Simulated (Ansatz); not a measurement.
The relaxed structure here is a generated cell of WC: the first start was made by placing the elements on the sites of a structure type, and the end was not matched to a known phase here, so it may be hypothetical. Known forms of WC include space group No. 187.

A relaxed cell of WC (Cmcm (No. 63)), relaxed on a k-mesh at least as fine as the one used below. All values below come from PBE (plane waves to 420 eV, PAW, scalar-relativistic; Ansatz, a quantum-chemistry and plane-wave program). Γ-centred k-mesh 12×12×9 on the run's cell (coarser than for final values), Fermi–Dirac smearing 0.05 eV.

```
WC
1.0
    1.40911    -3.87836     0.00000
    1.40911     3.87836     0.00000
    0.00000     0.00000     3.83650
C W
2 2
Direct
  0.60112   0.39888   0.25000
  0.39888   0.60112   0.75000
  0.88201   0.11799   0.25000
  0.11799   0.88201   0.75000
```

The atoms are displaced along an unstable phonon of this cell by (Å):

```json
[
 {"atom": "C1", "ux": "0.000", "uy": "0.000", "uz": "-0.150"},
 {"atom": "C2", "ux": "0.000", "uy": "0.000", "uz": "-0.150"},
 {"atom": "W3", "ux": "0.000", "uy": "0.000", "uz": "0.010"},
 {"atom": "W4", "ux": "0.000", "uy": "0.000", "uz": "0.010"}
]
```

Problem. What forces (eV/Å) and pressure result?

Solution. 
```csv
atom,Fx,Fy,Fz
C1,0.00,-0.15,-0.04
C2,0.00,0.15,-0.04
W3,0.00,0.35,0.04
W4,0.00,-0.35,0.04
```

Pressure +2.1 GPa.

The undisplaced cell is probably no minimum: from this displacement the run went on to Cmc2₁ (No. 36), 0.15 eV/atom below it.

No spin polarisation in the result.
